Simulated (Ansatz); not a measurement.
Here is an unrelaxed guess for CaNb₂O₅.

Space group P6mm (No. 183). a = 7.358 Å, b = 7.358 Å, c = 4.428 Å, α = 90.00°, β = 90.00°, γ = 120.00°
| atom | site | symmetry | x | y | z |
| --- | --- | --- | --- | --- | --- |
| Ca | 1a | 6mm | 0.0000 | 0.0000 | 0.0000 |
| Nb | 2b | 3m. | 0.3333 | 0.6667 | 0.5000 |
| O | 2b | 3m. | 0.3333 | 0.6667 | 0.9210 |
| O | 3c | 2mm | 0.0000 | 0.5000 | 0.4947 |

Computed with DFT PBE, scalar-relativistic, plane waves, PAW (Ansatz 0.2.0). Cutoff 420 eV; k points 3×3×4 on the computed 8-atom cell (Γ-centred); Gaussian smearing, width 0.10 eV; no spin polarisation.

The zero of energy is the elements' standard structures at the same level (O₂ as a molecule); no fitted shifts are applied.

Problem. How far from equilibrium is it?

Solution. The pressure is -16.2 GPa (the mean over three directions, positive in compression), the largest force is 2.84 eV/Å, and the energy is −1.70 eV/atom against the elements. The shortest distance is 1.86 Å.

Problem. Is it a good guess?

Solution. A rough one: relaxing gains about 0.50 eV/atom (the start's value is from the coarse mesh, so the gain is rough) in 14 ionic steps and ends at −2.20 eV/atom on the finer mesh. The symmetry goes from P6mm (No. 183) to P6/mmm (No. 191). The volume per atom shrinks by 27.5 %, from 26.0 to 18.8 Å³. The shortest distance goes from 1.86 Å (Nb–O) to 1.92 Å (Nb–O). Conventional cell: a = 6.642 Å, c = 3.942 Å. Ca is surrounded by 18 O at 3.83–3.86 Å and 2 Ca at 3.94 Å; around Nb lie 5 O at 1.92–1.97 Å; O on a site of symmetry -6m2 has 2 Nb at 1.97 Å, 6 O at 2.75 Å, 3 Ca at 3.83 Å and 5 O at 3.83–3.94 Å; 1 more site not described.

The last run used a 6×6×10 mesh (in the run's order of axes) for its 8-atom cell and Gaussian smearing of 0.10 eV. The cell is a metal run without spin; a magnetic state may lie lower. The relaxation can't lower the symmetry of the start, and the grade says only how near the guess is to its own end. A structure relaxed within its symmetry needn't be a true minimum.
